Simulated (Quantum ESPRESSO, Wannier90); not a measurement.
## Wannier functions of ZnHgS2 (R3m)

```
begin unit_cell_cart
ang
   -2.0183650588    3.4959108301    0.0000000000
   -4.0367301177    0.0000000000    0.0000000000
   -2.0183650588    1.1653036100    6.6503000000
end unit_cell_cart
begin atoms_frac
Zn   0.4991300000  0.4991300000 -0.4973900000
Hg   0.0028670000  0.0028670000 -0.0086010000
S    0.1313070000  0.1313070000 -0.3939210000
S   -0.3833200000 -0.3833200000  0.1499600000
end atoms_frac
```

Materials Project entry mp-1215447; symmetrised, unrelaxed at this level. Not found in the COD (Crystallography Open Database) copy used; not checked further. Level: PBEsol, spinors with spin-orbit coupling; pw.x of Quantum ESPRESSO at 68 Ry with PseudoDojo potentials, 4×4×4 k-points, Wannier90. Density: 10×10×10 mesh, Gaussian smearing 0.01 Ry. With spin-orbit coupling a semilocal functional can close or falsely invert a small gap; the band order was not checked against a better method. The gap is small at this level and was sampled on the meshes and a path alone.

A tight-binding model is made by disentanglement and projection with no localisation steps (num_iter = 0), so the 52 orbitals stay atom-like: hydrogen-like Zn: s;p;d; Hg: s;p;d; S: s;p, axes along x, y, z; frozen window up to 1.72 eV relative to the valence-band maximum. It follows pw.x to 5.5 meV rms for states up to 1.2 eV relative to the valence-band maximum. Matrix elements depend on this choice of orbitals and windows.

The 20 largest hoppings ⟨m,0|H|n,R⟩ between different sites (one of each Hermitian pair; signs follow the real orbitals' lobes; the list may end inside a set of equal values):

```json
[
 {"m": "Zn1 pz↑", "n": "S4 pz↑", "R": "1 1 -1", "distance of the centres (Å)": "2.62", "t (eV)": "2.931", "Im t (eV)": "0.000"},
 {"m": "Zn1 pz↓", "n": "S4 pz↓", "R": "1 1 -1", "distance of the centres (Å)": "2.62", "t (eV)": "2.931", "Im t (eV)": "0.000"},
 {"m": "S3 pz↑", "n": "Hg2 pz↑", "R": "0 0 0", "distance of the centres (Å)": "2.80", "t (eV)": "2.562", "Im t (eV)": "0.000"},
 {"m": "S3 pz↓", "n": "Hg2 pz↓", "R": "0 0 0", "distance of the centres (Å)": "2.80", "t (eV)": "2.562", "Im t (eV)": "0.000"},
 {"m": "Zn1 pz↑", "n": "S4 s↑", "R": "1 1 -1", "distance of the centres (Å)": "2.49", "t (eV)": "2.513", "Im t (eV)": "0.000"},
 {"m": "Zn1 pz↓", "n": "S4 s↓", "R": "1 1 -1", "distance of the centres (Å)": "2.49", "t (eV)": "2.513", "Im t (eV)": "0.000"},
 {"m": "Zn1 py↑", "n": "S3 py↑", "R": "1 0 0", "distance of the centres (Å)": "2.62", "t (eV)": "2.425", "Im t (eV)": "0.000"},
 {"m": "Zn1 py↓", "n": "S3 py↓", "R": "1 0 0", "distance of the centres (Å)": "2.62", "t (eV)": "2.425", "Im t (eV)": "0.000"},
 {"m": "Zn1 s↓", "n": "S4 pz↓", "R": "1 1 -1", "distance of the centres (Å)": "2.46", "t (eV)": "-2.360", "Im t (eV)": "0.000"},
 {"m": "Zn1 s↑", "n": "S4 pz↑", "R": "1 1 -1", "distance of the centres (Å)": "2.46", "t (eV)": "-2.360", "Im t (eV)": "0.000"},
 {"m": "Zn1 py↑", "n": "S3 s↑", "R": "1 0 0", "distance of the centres (Å)": "2.52", "t (eV)": "-2.121", "Im t (eV)": "0.000"},
 {"m": "Zn1 py↓", "n": "S3 s↓", "R": "1 0 0", "distance of the centres (Å)": "2.52", "t (eV)": "-2.121", "Im t (eV)": "0.000"},
 {"m": "Zn1 s↑", "n": "S3 py↑", "R": "1 0 0", "distance of the centres (Å)": "2.53", "t (eV)": "2.031", "Im t (eV)": "0.000"},
 {"m": "Zn1 s↓", "n": "S3 py↓", "R": "1 0 0", "distance of the centres (Å)": "2.53", "t (eV)": "2.031", "Im t (eV)": "0.000"},
 {"m": "Hg2 py↑", "n": "S4 py↑", "R": "1 0 0", "distance of the centres (Å)": "2.73", "t (eV)": "1.959", "Im t (eV)": "0.000"},
 {"m": "Hg2 py↓", "n": "S4 py↓", "R": "1 0 0", "distance of the centres (Å)": "2.73", "t (eV)": "1.959", "Im t (eV)": "0.000"},
 {"m": "S3 pz↑", "n": "Hg2 s↑", "R": "0 0 0", "distance of the centres (Å)": "2.70", "t (eV)": "-1.947", "Im t (eV)": "0.000"},
 {"m": "S3 pz↓", "n": "Hg2 s↓", "R": "0 0 0", "distance of the centres (Å)": "2.70", "t (eV)": "-1.947", "Im t (eV)": "0.000"},
 {"m": "S3 s↑", "n": "Hg2 pz↑", "R": "0 0 0", "distance of the centres (Å)": "2.68", "t (eV)": "1.868", "Im t (eV)": "0.000"},
 {"m": "S3 s↓", "n": "Hg2 pz↓", "R": "0 0 0", "distance of the centres (Å)": "2.68", "t (eV)": "1.868", "Im t (eV)": "0.000"}
]
```
